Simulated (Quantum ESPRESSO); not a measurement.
# Sn3Al2Sc2Ta: finding a planted mistake in a log

A calculation, not a measurement. The program is pw.x of Quantum ESPRESSO 7.5 (plane-wave density functional theory). The cell is made up: eight metal atoms on a face-centred cubic lattice, with elements, volume, strain and displacements drawn at random and not relaxed, so it may be unstable or far from any real phase. PseudoDojo standard norm-conserving files set the functional (PBE unless stated); there is no spin polarisation or spin-orbit coupling, the Fermi-Dirac width of 0.25 eV means electrons at about 2900 K, and the masses in the input are unused placeholders. The tin pseudopotential is less sure than most, with forces differing by about three percent from a second method on plain tin. Heavy elements are run without spin-orbit coupling, which real alloys of them have. A spin test at this wide smearing found no moment, but such smearing suppresses magnetism that the real alloy may have.

Intended input:

```
&control calculation='scf', pseudo_dir='./dojo.nc.sr.pbe.v0_5.standard.upf', outdir='./o', disk_io='minimal', tprnfor=.true., tstress=.true. /
&system ibrav=0, nat=8, ntyp=4, nbnd=54, ecutwfc=79.96652505, nosym=.true., tot_charge=0,
 occupations='smearing', smearing='fd', degauss=0.0183746611
/
&electrons conv_thr=1.470e-08, electron_maxstep=70, mixing_beta=0.5 /
ATOMIC_SPECIES
Al 1.0 Al.upf
Sc 1.0 Sc.upf
Sn 1.0 Sn.upf
Ta 1.0 Ta.upf
CELL_PARAMETERS angstrom
-4.5189 0.0 0.0
-2.2595 -4.5189 -2.2595
-2.2595 -4.5189 6.7784
ATOMIC_POSITIONS angstrom
Sn -0.0207 -0.1387 0.075
Sn -2.2221 -4.5777 2.4074
Sn -2.3127 -2.2599 -0.0079
Al -4.5743 -6.9429 2.2995
Al -4.4721 -4.5321 4.6489
Sc -4.5889 -4.5589 0.0334
Ta -4.3917 -2.1572 2.1917
Sc -6.8083 -6.8079 4.543
K_POINTS automatic
6 5 3 1 1 1
```

The log is shortened where brackets say so; the opening notice, blank lines, dates and the lines on written files are dropped, and the path of the files is cut. It prints rydbergs, bohrs and kilobars, and counts compression as positive stress. Its total energy is the free energy E - TS of the whole cell.

Log of the intended run:

```
     Program PWSCF v.7.5
     Parallel version (MPI & OpenMP), running on       4 processor cores
     Number of MPI processes:                 4
     Threads/MPI process:                     1
     [start-up lines left out]
     bravais-lattice index     =            0
     lattice parameter (alat)  =       8.5395  a.u.
     unit-cell volume          =    1245.4595 (a.u.)^3
     number of atoms/cell      =            8
     number of atomic types    =            4
     number of electrons       =        83.00
     number of Kohn-Sham states=           54
     kinetic-energy cutoff     =      79.9665  Ry
     charge density cutoff     =     319.8661  Ry
     scf convergence threshold =      1.5E-08
     mixing beta               =       0.5000
     number of iterations used =            8  plain     mixing
     Exchange-correlation= PBE
                           (   1   4   3   4   0   0   0)
     [axes and pseudopotential details left out]
   Cartesian axes
     site n.     atom                  positions (alat units)
         1        Sn     tau(   1) = (  -0.0045808  -0.0306933   0.0165970  )
         2        Sn     tau(   2) = (  -0.4917347  -1.0130120   0.5327403  )
         3        Sn     tau(   3) = (  -0.5117838  -0.5000996  -0.0017482  )
         4        Al     tau(   4) = (  -1.0122596  -1.5364137   0.5088628  )
         5        Al     tau(   5) = (  -0.9896435  -1.0029211   1.0287681  )
         6        Sc     tau(   6) = (  -1.0154905  -1.0088517   0.0073912  )
         7        Ta     tau(   7) = (  -0.9718516  -0.4773728   0.4850074  )
         8        Sc     tau(   8) = (  -1.5066277  -1.5065392   1.0053332  )
     number of k points=    45  Fermi-Dirac smearing, width (Ry)=  0.0184
                       cart. coord. in units 2pi/alat
        k(    1) = (  -0.0833333  -0.0749993   0.0333330), wk =   0.0444444
        k(    2) = (  -0.0833333   0.0916692  -0.2999967), wk =   0.0444444
     [further k points left out]
     Dense  grid:   120397 G-vectors     FFT dimensions: (  50,  60,  96)
     Estimated max dynamical RAM per process >     342.24 MB
     Estimated total dynamical RAM >       1.25 GB
     Initial potential from superposition of free atoms
     starting charge      82.9843, renormalised to      83.0000
     Starting wfcs are   65 randomized atomic wfcs
     total cpu time spent up to now is        9.0 secs
     per-process dynamical memory:   264.5 Mb
     Self-consistent Calculation
     iteration #  1     ecut=    79.97 Ry     beta= 0.50
     Davidson diagonalization with overlap
     ethr =  1.00E-02,  avg # of iterations =  2.0
     Threshold (ethr) on eigenvalues was too large:
     Diagonalizing with lowered threshold
     Davidson diagonalization with overlap
     ethr =  2.28E-04,  avg # of iterations =  5.5
     total cpu time spent up to now is       47.6 secs
     total energy              =    -805.88415120 Ry
     estimated scf accuracy    <       0.20394269 Ry
     iteration #  2     ecut=    79.97 Ry     beta= 0.50
     Davidson diagonalization with overlap
     ethr =  2.46E-04,  avg # of iterations =  6.3
     total cpu time spent up to now is       69.6 secs
     total energy              =    -805.82279723 Ry
     estimated scf accuracy    <       1.11418184 Ry
     [iterations 3 to 12 left out]
     iteration # 13     ecut=    79.97 Ry     beta= 0.50
     Davidson diagonalization with overlap
     ethr =  3.62E-11,  avg # of iterations =  5.4
     total cpu time spent up to now is      267.3 secs
     total energy              =    -805.95692897 Ry
     estimated scf accuracy    <       0.00000017 Ry
     iteration # 14     ecut=    79.97 Ry     beta= 0.50
     Davidson diagonalization with overlap
     ethr =  3.62E-11,  avg # of iterations =  3.8
     total cpu time spent up to now is      284.2 secs
     End of self-consistent calculation
     [lines on levels left out]
!    total energy              =    -805.95692898 Ry
     estimated scf accuracy    <          1.1E-09 Ry
     smearing contrib. (-TS)   =      -0.09346331 Ry
     internal energy E=F+TS    =    -805.86346567 Ry
     The total energy is F=E-TS. E is the sum of the following terms:
     one-electron contribution =    -333.42272065 Ry
     hartree contribution      =     206.02877088 Ry
     xc contribution           =    -198.35198121 Ry
     ewald contribution        =    -480.11753470 Ry
     convergence has been achieved in  14 iterations
     Forces acting on atoms (cartesian axes, Ry/au):
     atom    1 type  3   force =    -0.00421122    0.03889300   -0.00784386
     atom    2 type  3   force =    -0.00439405    0.00289023   -0.01890175
     atom    3 type  3   force =     0.00821337   -0.02382481    0.01910001
     atom    4 type  1   force =     0.00348818    0.01158384   -0.01555264
     atom    5 type  1   force =    -0.00506801    0.00493115   -0.01511683
     atom    6 type  2   force =     0.01493966   -0.00516617    0.02253920
     atom    7 type  4   force =    -0.01065114   -0.03836045    0.03173474
     atom    8 type  2   force =    -0.00231679    0.00905321   -0.01595887
     Total force =     0.085647     Total SCF correction =     0.000153
     Computing stress (Cartesian axis) and pressure
          total   stress  (Ry/bohr**3)                   (kbar)     P=      -53.58
  -0.00056089   0.00000158  -0.00002074          -82.51        0.23       -3.05
   0.00000158   0.00000791  -0.00001145            0.23        1.16       -1.68
  -0.00002074  -0.00001145  -0.00053967           -3.05       -1.68      -79.39
     init_run     :      8.56s CPU      8.88s WALL (       1 calls)
     electrons    :    273.48s CPU    275.21s WALL (       1 calls)
     forces       :      2.49s CPU      2.53s WALL (       1 calls)
     stress       :      8.83s CPU      8.83s WALL (       1 calls)
     [timing details left out]
     PWSCF        :   4m53.50s CPU   4m55.71s WALL
     JOB DONE.
```

A second run was made from an input with one planted mistake. Its log:

```
     Program PWSCF v.7.5
     Parallel version (MPI & OpenMP), running on       4 processor cores
     Number of MPI processes:                 4
     Threads/MPI process:                     1
     [start-up lines left out]
     bravais-lattice index     =            0
     lattice parameter (alat)  =       8.5395  a.u.
     unit-cell volume          =    1245.4595 (a.u.)^3
     number of atoms/cell      =            8
     number of atomic types    =            4
     number of electrons       =        83.00
     number of Kohn-Sham states=           54
     kinetic-energy cutoff     =      79.9665  Ry
     charge density cutoff     =     319.8661  Ry
     scf convergence threshold =      1.5E-08
     mixing beta               =       0.5000
     number of iterations used =            8  plain     mixing
     Exchange-correlation= PBE
                           (   1   4   3   4   0   0   0)
     [axes and pseudopotential details left out]
   Cartesian axes
     site n.     atom                  positions (alat units)
         1        Sn     tau(   1) = (  -0.0045808  -0.0306933   0.0165970  )
         2        Sn     tau(   2) = (  -0.4917347  -1.0130120   0.5327403  )
         3        Sn     tau(   3) = (  -0.5117838  -0.5000996  -0.0017482  )
         4        Al     tau(   4) = (  -1.0122596  -1.5784594   0.5088628  )
         5        Al     tau(   5) = (  -0.9896435  -1.0029211   1.0287681  )
         6        Sc     tau(   6) = (  -1.0154905  -1.0088517   0.0073912  )
         7        Ta     tau(   7) = (  -0.9718516  -0.4773728   0.4850074  )
         8        Sc     tau(   8) = (  -1.5066277  -1.5065392   1.0053332  )
     number of k points=    45  Fermi-Dirac smearing, width (Ry)=  0.0184
                       cart. coord. in units 2pi/alat
        k(    1) = (  -0.0833333  -0.0749993   0.0333330), wk =   0.0444444
        k(    2) = (  -0.0833333   0.0916692  -0.2999967), wk =   0.0444444
     [further k points left out]
     Dense  grid:   120397 G-vectors     FFT dimensions: (  50,  60,  96)
     Estimated max dynamical RAM per process >     342.24 MB
     Estimated total dynamical RAM >       1.25 GB
     Initial potential from superposition of free atoms
     starting charge      82.9843, renormalised to      83.0000
     Starting wfcs are   65 randomized atomic wfcs
     total cpu time spent up to now is        9.1 secs
     per-process dynamical memory:   254.9 Mb
     Self-consistent Calculation
     iteration #  1     ecut=    79.97 Ry     beta= 0.50
     Davidson diagonalization with overlap
     ethr =  1.00E-02,  avg # of iterations =  2.0
     Threshold (ethr) on eigenvalues was too large:
     Diagonalizing with lowered threshold
     Davidson diagonalization with overlap
     ethr =  2.15E-04,  avg # of iterations =  5.5
     total cpu time spent up to now is       46.2 secs
     total energy              =    -805.88299675 Ry
     estimated scf accuracy    <       0.19435825 Ry
     iteration #  2     ecut=    79.97 Ry     beta= 0.50
     Davidson diagonalization with overlap
     ethr =  2.34E-04,  avg # of iterations =  6.2
     total cpu time spent up to now is       68.0 secs
     total energy              =    -805.80998837 Ry
     estimated scf accuracy    <       1.19214096 Ry
     [iterations 3 to 12 left out]
     iteration # 13     ecut=    79.97 Ry     beta= 0.50
     Davidson diagonalization with overlap
     ethr =  3.33E-11,  avg # of iterations =  5.4
     total cpu time spent up to now is      267.0 secs
     total energy              =    -805.95036644 Ry
     estimated scf accuracy    <       0.00000017 Ry
     iteration # 14     ecut=    79.97 Ry     beta= 0.50
     Davidson diagonalization with overlap
     ethr =  3.33E-11,  avg # of iterations =  3.6
     total cpu time spent up to now is      284.0 secs
     End of self-consistent calculation
     [lines on levels left out]
!    total energy              =    -805.95036645 Ry
     estimated scf accuracy    <          7.2E-10 Ry
     smearing contrib. (-TS)   =      -0.09434502 Ry
     internal energy E=F+TS    =    -805.85602143 Ry
     The total energy is F=E-TS. E is the sum of the following terms:
     one-electron contribution =    -333.23988834 Ry
     hartree contribution      =     205.92214783 Ry
     xc contribution           =    -198.36358833 Ry
     ewald contribution        =    -480.17469260 Ry
     convergence has been achieved in  14 iterations
     Forces acting on atoms (cartesian axes, Ry/au):
     atom    1 type  3   force =    -0.00400837    0.03670095   -0.00353956
     atom    2 type  3   force =    -0.00288584   -0.00380382   -0.02514998
     atom    3 type  3   force =     0.00822717   -0.02345102    0.01906844
     atom    4 type  1   force =     0.00454142    0.02516323   -0.01284622
     atom    5 type  1   force =    -0.00755609    0.00118327   -0.01487834
     atom    6 type  2   force =     0.01488505   -0.00621030    0.02441313
     atom    7 type  4   force =    -0.01093821   -0.03904820    0.02968193
     atom    8 type  2   force =    -0.00226513    0.00946589   -0.01674939
     Total force =     0.088700     Total SCF correction =     0.000108
     Computing stress (Cartesian axis) and pressure
          total   stress  (Ry/bohr**3)                   (kbar)     P=      -51.17
  -0.00053861   0.00000920  -0.00002026          -79.23        1.35       -2.98
   0.00000920   0.00001346   0.00000381            1.35        1.98        0.56
  -0.00002026   0.00000381  -0.00051846           -2.98        0.56      -76.27
     init_run     :      8.61s CPU      8.94s WALL (       1 calls)
     electrons    :    273.05s CPU    274.89s WALL (       1 calls)
     forces       :      2.47s CPU      2.47s WALL (       1 calls)
     stress       :      9.35s CPU      9.43s WALL (       1 calls)
     [timing details left out]
     PWSCF        :   4m53.68s CPU   4m56.03s WALL
     JOB DONE.
```

Question: the log repeats what the program read. Compare it with the intended run: what was wrong in the second input?

Answer: one coordinate of one atom is wrong. The input lines that differ:

```
- Al -4.5743 -6.9429 2.2995
+ Al -4.5743 -7.1329 2.2995
```

|  | intended run | run with the mistake |
| --- | --- | --- |
| free energy (eV) | -10965.603 | -10965.513 |
| entropy term -TS, part of it (eV) | -1.272 | -1.284 |
| pressure (GPa) | -5.36 | -5.12 |
| size of the largest force component (eV/Å) | 1.000 | 1.004 |
| largest change of a force component (eV/Å) |  | 0.349 |
| iterations | 14 | 14 |

For scale, a rerun of the intended cell at a higher cutoff and on a denser mesh moved values by no more than 0.007 eV in energy, 0.06 GPa in stress and 0.007 eV/Å in force, and a second program with other atomic files agreed on that cell to 2 % rms in force and 0.5 GPa in pressure.